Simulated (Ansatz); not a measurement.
Given:

Cu3Au (Cu3Au type, space group No. 221), a = 3.6714 Å, b = 3.6714 Å, c = 3.6714 Å, α = 90.00°, β = 90.00°, γ = 90.00°.

This is the LDA-relaxed structure.

Q: All from plane-wave PAW LDA (Ansatz code), unless another level is named. Predict the formation energy from the elements (no fitted shifts).

A: -0.043 eV/atom.

Q: And the density of states at the Fermi level?

A: 0.25 states/eV per atom (mean over ±0.08 eV).

Space group Pm-3m (Cu3Au type). The LDA relaxation kept the symmetry of its start. No spin polarisation was allowed. The references are the lowest solids computed at this level, not always the standard phases. Spin–orbit coupling is left out wherever it is not named.

Potentials: the earlier of the program's two PAW sets. The files were generated under PBE; for other functionals the program regenerates the frozen cores, and for LDA and PBEsol the local potential too.
